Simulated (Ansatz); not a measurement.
**Does the structure type survive?**

All numbers below come from DFT r2SCAN, scalar-relativistic, plane waves, PAW in Ansatz. All cells share a 500 eV cutoff and Γ-centred k meshes spaced at most 0.3 Å⁻¹ (0.19 for metals, 2π included).

Each formula is placed on the named type at a guessed volume, then cell and atoms relax at zero pressure without lowering the symmetry. Keeping the type says nothing about stability against other structures or lower symmetry. Neighbours of unlike kind are counted within 25 % of the shortest distance of their pair. The atoms listed around a site end at a clear gap in distance instead, so their number can differ.

Spin–orbit coupling is left out.

**Question.** Si2W on the CaCl2 type (Pnnm, No. 58), with W for Ca, Si for Cl: does the type hold?

**Answer.** Only loosely: the neighbours of unlike kind stay the same, but the proportions of the cell change a good deal: a = 6.471 Å, b = 6.552 Å, c = 2.723 Å. Around Si lie 3 W at 2.49–2.51 Å and 2 Si at 2.72 Å; W is coordinated by 6 Si at 2.49–2.51 Å and 2 W at 2.72 Å.

**Question.** Cd2S on the AlB2 type (P6/mmm, No. 191), with S for Al, Cd for B: does the type hold?

**Answer.** Only loosely: the neighbours of unlike kind stay the same, but the proportions of the cell change a good deal: a = 4.651 Å, c = 3.696 Å. Cd is coordinated by 3 Cd at 2.69 Å; S has 12 Cd at 3.26 Å and 2 S at 3.70 Å.

**Question.** Does Cd2S keep the anti-rutile type (P4_2/mnm, No. 136), with S for Ti, Cd for O?

**Answer.** Yes: a = 6.383 Å, c = 4.009 Å. Cd has 3 S at 2.66–2.73 Å; S is coordinated by 6 Cd at 2.66–2.73 Å.

Cost: 3 runs of about 8.5 core-minutes in all, on Arm Neoverse V2, Intel Xeon Platinum 8488C (Sapphire Rapids) (shared hosts).